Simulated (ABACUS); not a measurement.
Set-up for a self-consistent single point of TiO₂ (C2/c, 6 atoms in the cell; from Materials Project mp-390, changed as shown).

```yaml
crystal:
  lattice:
    - [-1.93042, 1.93042, 4.90702]
    - [1.93042, -1.93042, 4.90702]
    - [1.94972, 1.94972, -4.95610]
  atoms:
    - { symbol: Ti, position: [0.00000, 0.00000, 0.00000] }
    - { symbol: Ti, position: [0.75000, 0.25000, 0.50000] }
    - { symbol: O, position: [0.95715, 0.45715, 0.50000] }
    - { symbol: O, position: [0.20715, 0.20715, 0.00000] }
    - { symbol: O, position: [0.79285, 0.79285, 0.00000] }
    - { symbol: O, position: [0.54285, 0.04285, 0.50000] }
```

Computed with PBE, PseudoDojo 0.5 standard norm-conserving PBE (tails mended) pseudopotentials (plane waves; ABACUS 3.10.1).

ABACUS settings:

```
setting                                                               value
---------------  ----------------------------------------------------------
KPT                                                       Gamma 6 6 6 0 0 0
basis_type                                                               pw
dft_functional                                                          PBE
ecutwfc                                                               84 Ry
smearing_method                                                          fd
smearing_sigma                                                0.00146997 Ry
potentials       PseudoDojo 0.5 standard norm-conserving PBE (tails mended)
symmetry                                                                  1
symmetry_prec                                                         1e-05
ks_solver                                                               dav
scf_nmax                                                                100
scf_thr                                                          1.0e-09 Ry
mixing_type                                                           pulay
mixing_beta                                                             0.4
```

### Question
Estimate, at this level of theory: gap on the k-point mesh, pressure and largest force (vector length).

### Answer
The run gave:

```
Item                                Value
-----------------------------  ----------
Gap on the k-point mesh           2.02 eV
Pressure                       -10.54 GPa
Largest force (vector length)  0.315 eV/Å
```

Gaps are taken between levels on the mesh.

For comparison: a first run was changed to give this one (lattice vector c scaled by 1.01), and from it to this one the free energy goes up by 8.7 meV/atom, the pressure goes from -8.94 to -10.54 GPa, the largest force goes from 0.282 to 0.315 eV/Å and the gap on the mesh goes from 2.065 to 2.019 eV.

The structure comes from a collection of computed structures, made at another level of theory; the collection holds predicted forms beside known ones. Its lattice was then scaled.

Cost on one core: around 6 core-minutes (rough).

“Tails mended”: in these copies of the files the far tail of each local potential was reset to the Coulomb form.
